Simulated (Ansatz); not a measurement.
Au (diamond, Fd-3m) at seven volumes, DFT-PBE in the program Ansatz with PAW potentials, scaled uniformly. One row is withheld.

```csv
V (Å³/atom),P (GPa)
26.646,6.53
27.524,?
28.403,1.76
29.281,0.00
30.159,-1.44
31.038,-2.62
31.916,-3.58
```

Task: Fit the shown pressures and predict the withheld one.

Result: P = (3/2)B₀(x^(7/2) − x^(5/2))[1 + (3/4)(B′ − 4)(x − 1)] with x = (V₀/V)^(2/3). Least squares on the six rows gives V₀ = 29.281 Å³/atom, B₀ = 53.0 GPa, B′ = 5.66. At V = 27.524, x = 1.0421 and P = 3.91 GPa. The run itself gave 3.91 GPa.

The start of the workflow was typed in or built on a structure type; neither database checked (COD, Materials Project) lists it. It is not the phase usual at ambient conditions (space group No. 225). The cell was relaxed with PBE under the symmetry of its start; its stability against distortions is not shown here. Scalar-relativistic: spin–orbit coupling is off unless named, which matters more the heavier the elements.

Potentials: the later of the program's two PAW sets.
